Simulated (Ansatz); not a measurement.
Ansatz (a first-principles code) input:

Ansatz 0.2 input:
```yaml
crystal:
  lattice:
    - [4.4984200448, 0.0, 0.0]
    - [0.0, 5.4398115539, 0.0]
    - [0.0, 0.0, 4.8411614447]
  atoms:
    - { symbol: Ti, position: [0.5, 0.6740306891, 0.75] }
    - { symbol: Ti, position: [0.5, 0.3259693109, 0.25] }
    - { symbol: Ti, position: [0.0, 0.8259693109, 0.25] }
    - { symbol: Ti, position: [0.0, 0.1740306891, 0.75] }
    - { symbol: O, position: [0.7284416213, 0.6176844448, 0.0814257287] }
    - { symbol: O, position: [0.2715583787, 0.3823155552, 0.9185742713] }
    - { symbol: O, position: [0.7715583787, 0.8823155552, 0.5814257287] }
    - { symbol: O, position: [0.2284416213, 0.1176844448, 0.4185742713] }
    - { symbol: O, position: [0.2284416213, 0.8823155552, 0.9185742713] }
    - { symbol: O, position: [0.7715583787, 0.1176844448, 0.0814257287] }
    - { symbol: O, position: [0.2715583787, 0.6176844448, 0.4185742713] }
    - { symbol: O, position: [0.7284416213, 0.3823155552, 0.5814257287] }
kpoints:
  mp_grid: { grid: [6, 5, 6] }
hamiltonian:
  xc: lda
  pseudopotentials: { kind: paw }
scf:
  occupations: { method: fixed }
phonons:
  method: dfpt
  response_accuracy: low
  eigenvectors: true
  rigid_motions: translations
  dielectric: true
```

Output (shortened):

```
Pseudopotential: Ti, paw, valence charge 12
Pseudopotential: O, paw, valence charge 6
Functional definition: SPW92
Crystal: 12 atoms, lattice volume = 118.466 Å³
Basis set: ecut = 420 eV, 2305 PW (Γ), exchange–correlation on 64×80×72 points (8 copies of the dense FFT grid, shifted against one another)
Bands: 60, of which v1, the nominal top of the filled ones, is band 48 counted from 1 (47 counted from 0)
Symmetry: 8 space group operations
k-points: 92 of 180 (irreducible under 1 space group operation, time reversal used)
SCF 1 converged in 10 iterations: F = -14260.910476 eV  dr2 = 5.68e-11
── the response to a field inside a basis, on 6×6×6 k-points: an SCF that follows is theirs, and a resumed run solves both again ──
Crystal: 12 atoms, lattice volume = 118.466 Å³
Bands: 49, of which v1, the nominal top of the filled ones, is band 48 counted from 1 (47 counted from 0)
k-points: 27 of 216
SCF 1 converged in 5 iterations: F = -14260.742843 eV  dr2 = 8.97e-8
SCF converged after 10 iterations
Free energy (F): -14260.910476 eV
Harris-Foulkes:  -14260.910476 eV  (|F-HF|=4.73e-11)
Internal energy: -14260.910476 eV  (E = F + TS)
E sigma→0 (E₀):  -14260.910476 eV
Fermi energy:    9.171296 eV
--- Per-component energies (eV) ---
  E_band       = -721.039881
  E_kinetic    = 2491.882131
  E_local      = -5869.390742  (includes V_loc(G=0)·N_el)
  E_nonlocal   = 425.102920
  E_hartree    = 2218.673679
  E_xc         = -972.883435
  E_vxc        = -1240.581017  (∫ρ·V_xc dr)
  E_paw        = -5163.421616  (= ΣΔE_a)
  E_vpaw       = -965.420586  (= ΣTr[D̂ρ^β])
  E_aug_tail   = 0.020308  (compensation charges beyond the density's cutoff)
  E_ewald      = -7392.972894
  E_core_change = 2.079173  (= ΣΔE_core)
  E_smearing   =  0.000000  (= −TS)
  E_closure    = 0.000000  (closes the sum)
  Σ components = -14260.910476   (vs F -14260.910476, Δ=0.00e0)
--- Band table (eV; the first three rows and the last of 92) ---
  k-point 0: bands = ["-46.4367", "-46.4079", "-46.3979", "-46.3907", "-23.2835", "-23.1738", "-23.1529", "-23.0840", "-23.0517", "-23.0514", "-23.0190", "-23.0009", "-22.9384", "-22.9285", "-22.9129", "-22.9101", "-8.5468", "-7.2198", "-7.0030", "-6.7903", …
  k-point 1: bands = ["-46.4337", "-46.4072", "-46.3985", "-46.3938", "-23.2625", "-23.1950", "-23.1398", "-23.1378", "-23.0255", "-23.0209", "-23.0071", "-22.9916", "-22.9526", "-22.9324", "-22.9277", "-22.9174", "-8.4367", "-7.2184", "-7.0554", "-6.9358", …
  k-point 2: bands = ["-46.4253", "-46.4054", "-46.4022", "-46.4004", "-23.2212", "-23.2050", "-23.1928", "-23.1071", "-23.0426", "-22.9909", "-22.9881", "-22.9874", "-22.9562", "-22.9549", "-22.9427", "-22.9280", "-8.1315", "-7.3366", "-7.1155", "-7.0539", …
  k-point 91: bands = ["-46.4202", "-46.4202", "-46.3963", "-46.3963", "-23.2189", "-23.2189", "-23.1193", "-23.1193", "-23.0615", "-23.0615", "-22.9932", "-22.9932", "-22.9480", "-22.9480", "-22.9222", "-22.9222", "-7.6419", "-7.6419", "-7.0925", "-7.0925", …
--- Phonons (Γ-DFPT): 6 representative perturbations + reference, on 92 of 180 k-points (Σ response iterations 23) ---
  ASR residual: 1.288e-4 → 0.000e0 eV/Å²; symmetrization residual: 2.480e-5 eV/Å²
  ASR residual per site (eV/Å²): 1.29e-4 1.29e-4 1.29e-4 1.29e-4 1.26e-4 1.26e-4 1.26e-4 1.26e-4 1.26e-4 1.26e-4 1.26e-4 1.26e-4
  Γ frequencies (cm⁻¹): 0.00 0.00 0.00 155.50 171.04 183.88 203.07 212.20 223.27 256.98 286.36 292.28 303.42 306.60 313.70 321.15 350.54 353.45 373.08 396.83 416.10 430.14 434.46 436.43 447.06 462.34 488.25 520.22 530.93 553.24 559.83 581.16 629.60 640.84 711.06 825.65
  ε∞ (high-frequency dielectric tensor):
        8.094693     0.000000     0.000000
        0.000000     6.659142     0.000000
        0.000000     0.000000     7.660218
  ε⁰ (static dielectric tensor: ions relaxed, cell fixed):
       73.738348     0.000000     0.000000
        0.000000    32.056216     0.000000
        0.000000     0.000000    72.837497
  ε⁰ − ε∞ (ionic part):
       65.643655     0.000000     0.000000
        0.000000    25.397075     0.000000
        0.000000     0.000000    65.177279
  softest optical mode at Γ: 155.50 cm⁻¹; the repairs (sum rule, projections) moved no ω² at Γ by more than (4.40 cm⁻¹)²
  Born effective charges Z* (e; rows j = field, columns β = displacement):
    site 0:
         6.75569    0.00000   -0.35129
         0.00000    5.50589    0.00000
        -0.13859    0.00000    6.58903
    site 1:
         6.75569    0.00000   -0.35129
         0.00000    5.50589    0.00000
        -0.13859    0.00000    6.58903
    site 2:
         6.75569    0.00000    0.35129
         0.00000    5.50589    0.00000
         0.13859    0.00000    6.58903
    site 3:
         6.75569    0.00000    0.35129
         0.00000    5.50589    0.00000
         0.13859    0.00000    6.58903
    site 4:
        -3.37785   -1.50763   -1.56223
        -1.26695   -2.75295   -0.07288
        -1.35156   -0.00063   -3.29451
    site 5:
        -3.37785   -1.50763   -1.56223
        -1.26695   -2.75295   -0.07288
        -1.35156   -0.00063   -3.29451
    site 6:
        -3.37785   -1.50763    1.56223
        -1.26695   -2.75295    0.07288
         1.35156    0.00063   -3.29451
    site 7:
        -3.37785   -1.50763    1.56223
        -1.26695   -2.75295    0.07288
         1.35156    0.00063   -3.29451
    site 8:
        -3.37785    1.50763    1.56223
         1.26695   -2.75295   -0.07288
         1.35156   -0.00063   -3.29451
    site 9:
        -3.37785    1.50763    1.56223
         1.26695   -2.75295   -0.07288
         1.35156   -0.00063   -3.29451
    site 10:
        -3.37785    1.50763   -1.56223
         1.26695   -2.75295    0.07288
        -1.35156    0.00063   -3.29451
    site 11:
        -3.37785    1.50763   -1.56223
         1.26695   -2.75295    0.07288
        -1.35156    0.00063   -3.29451
  Z* charge neutrality: 1.448e-2 e pre-enforcement
  solved inside a basis spanned on kpoints, on 6×6×6 k-points, its susceptibility summed on 10×8×8: ε∞ is read to err by 3.4e-2, Z* by 2.5e-2 e (field_mesh …
  optical modes at Γ without the LO–TO term, one row a degenerate level:
      ω (cm⁻¹)  modes    IR ((D/Å)²/amu)
        155.50      1             0.0000
        171.04      1             0.0000
        183.88      1             0.0000
        203.07      1           111.2729
        212.20      1           112.9414
        223.27      1             0.0000
        256.98      1            35.0152
        286.36      1             2.0921
        292.28      1             0.0000
        303.42      1           101.2484
        306.60      1             0.0000
        313.70      1             0.0000
        321.15      1             0.0000
        350.54      1             0.0000
        353.45      1             0.0000
        373.08      1           148.7371
        396.83      1             0.0000
        416.10      1             0.0000
        430.14      1            54.2356
        434.46      1            59.0785
        436.43      1             0.0000
        447.06      1             0.0000
        462.34      1             0.0000
        488.25      1            10.4568
        520.22      1             0.0000
        530.93      1             0.0000
        553.24      1             0.0000
        559.83      1            24.6550
        581.16      1             0.0000
        629.60      1             0.0000
        640.84      1             0.0000
        711.06      1             8.9676
        825.65      1             0.0000
  optical modes at Γ + LO–TO along q̂ = [1.0000, 0.0000, 0.0000]:
      ω (cm⁻¹)  modes    IR ((D/Å)²/amu)
        155.50      1             0.0000
        171.04      1             0.0000
        183.88      1             0.0000
        203.07      1           111.2729
        223.27      1             0.0000
        256.98      1            35.0152
        279.00      1             0.7606
        292.28      1             0.0000
        293.02      1             0.7755
        303.42      1           101.2484
        306.60      1             0.0000
        313.70      1             0.0000
        321.15      1             0.0000
        350.54      1             0.0000
        353.45      1             0.0000
        396.83      1             0.0000
        416.10      1             0.0000
        430.14      1            54.2356
        434.46      1            59.0785
        436.43      1             0.0000
        447.06      1             0.0000
        462.34      1             0.0000
        482.13      1             0.6372
        520.22      1             0.0000
        530.93      1             0.0000
        553.24      1             0.0000
        559.83      1            24.6550
        581.16      1             0.0000
        629.60      1             0.0000
        640.84      1             0.0000
        711.06      1             8.9676
        825.65      1             0.0000
        847.57      1           272.0541
  optical modes at Γ + LO–TO along q̂ = [0.0000, 1.0000, 0.0000]:
      ω (cm⁻¹)  modes    IR ((D/Å)²/amu)
        155.50      1             0.0000
        171.04      1             0.0000
        183.88      1             0.0000
        203.07      1           111.2729
        212.20      1           112.9414
        223.27      1             0.0000
        256.98      1            35.0152
        286.36      1             2.0921
        292.28      1             0.0000
        306.60      1             0.0000
        313.70      1             0.0000
        321.15      1             0.0000
        350.54      1             0.0000
        353.45      1             0.0000
        373.08      1           148.7371
        383.80      1             1.9168
        396.83      1             0.0000
        416.10      1             0.0000
        434.46      1            59.0785
        436.43      1             0.0000
        447.06      1             0.0000
        462.34      1             0.0000
        488.25      1            10.4568
        520.22      1             0.0000
        530.93      1             0.0000
        553.24      1             0.0000
        559.83      1            24.6550
        581.16      1             0.0000
        629.60      1             0.0000
        640.84      1             0.0000
        662.75      1            36.8233
        800.48      1           125.7116
        825.65      1             0.0000
  optical modes at Γ + LO–TO along q̂ = [0.0000, 0.0000, 1.0000]:
      ω (cm⁻¹)  modes    IR ((D/Å)²/amu)
        155.50      1             0.0000
        171.04      1             0.0000
        183.88      1             0.0000
        212.20      1           112.9414
        223.27      1             0.0000
        243.49      1             0.1626
        286.36      1             2.0921
        292.28      1             0.0000
        303.42      1           101.2484
        306.60      1             0.0000
        313.70      1             0.0000
        321.15      1             0.0000
        350.54      1             0.0000
        353.45      1             0.0000
        368.47      1             4.3647
        373.08      1           148.7371
        396.83      1             0.0000
        416.10      1             0.0000
        430.14      1            54.2356
        436.43      1             0.0000
        447.06      1             0.0000
        462.34      1             0.0000
        488.25      1            10.4568
        520.22      1             0.0000
        530.93      1             0.0000
        532.30      1             4.9583
        553.24      1             0.0000
        581.16      1             0.0000
        629.60      1             0.0000
        640.84      1             0.0000
        711.06      1             8.9676
        819.55      1           220.5358
        825.65      1             0.0000
```

Cost: very roughly 17 core-minutes on shared cores.

Space group Pbcn. This is a known high-pressure phase of the composition, computed here at zero pressure and temperature. Symmetry was held in the LDA relaxation; of distortions, only those at the zone centre were tested. The run is not spin-polarised.

Potentials: the later of the program's two PAW sets.

Ansatz is a plane-wave DFT program.
